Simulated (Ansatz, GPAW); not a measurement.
**Sn3Se and the functional, program beside program**

The structure is cubic, space group Fm-3m (No. 225). The conventional cell has a = 7.466 Å, b = 7.466 Å, c = 7.466 Å, α = 90.00°, β = 90.00°, γ = 90.00°. Sn (site symmetry m-3m) has 8 Sn at 3.23 Å as nearest neighbours. Sn (site symmetry -43m) is surrounded by 4 Sn at 3.23 Å and 4 Se at 3.23 Å. Around Se (site symmetry m-3m) lie 8 Sn at 3.23 Å.

The cell comes from a database or a generator and needn't be the stable form of this composition.

Kept alike: task band structure; k mesh 6 × 6 × 6; occupations fermi-dirac, width 0.05 eV; no spin polarisation. The mesh is that of the run's cell of 4 atoms. No spin-orbit coupling.

- A: Ansatz, Ansatz PAW, made for PBE, cutoff 420 to 500 eV
- B: GPAW; the program's PAW data sets (release 1.2.1) made for this functional (LDA); GPAW PAW data sets (gpaw-data 1.2.1) (PBE, r2SCAN); PAW data sets generated for this functional (PBEsol), cutoff 600 eV

| functional | A: pressure (GPa) | B: pressure (GPa) |
| --- | --- | --- |
| LDA | -4.46 | -4.66 |
| PBE | -0.20 | -0.43 |
| PBEsol | -3.19 | -3.40 |
| r2SCAN | -1.32 | -1.43 |

Pressure is positive in compression; plane-wave values hold the error of the finite cutoff, which Ansatz corrects. Values on potentials made for another functional: A at LDA, PBEsol, r2SCAN; B at r2SCAN. For a metal such a mesh leaves the last digits unconverged.

Problem. How large is the effect of the functional, and do the programs agree on it?

Solution. From LDA to PBE the pressure moves by +4.26 in A, +4.23 in B (GPa). Row by row the programs differ by 0.11 to 0.23, and over this span the shifts, as printed, agree within about 1 %. Shifts from LDA: PBE +4.26, +4.23; PBEsol +1.27, +1.26; r2SCAN +3.14, +3.23; the programs' shifts differ by up to 0.09.
